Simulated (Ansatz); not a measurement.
**Question.** TaW (rock salt, Fm-3m) is relaxed with the program Ansatz at the PBE level (PAW). What lattice parameters of the conventional cell result?

**Answer.** a = 5.375 Å.

The start of the workflow was typed in or built on a structure type; neither database checked (COD, Materials Project) lists it. Its standing as an ambient phase is unchecked. Symmetry was held in the PBE relaxation; its stability against distortions is not shown here. No spin polarisation was allowed. Its formation energy is positive at this level, so the cell may be metastable or incomplete. Scalar-relativistic: spin–orbit coupling is off unless named, which matters more the heavier the elements.

Potentials: the later of the program's two PAW sets.
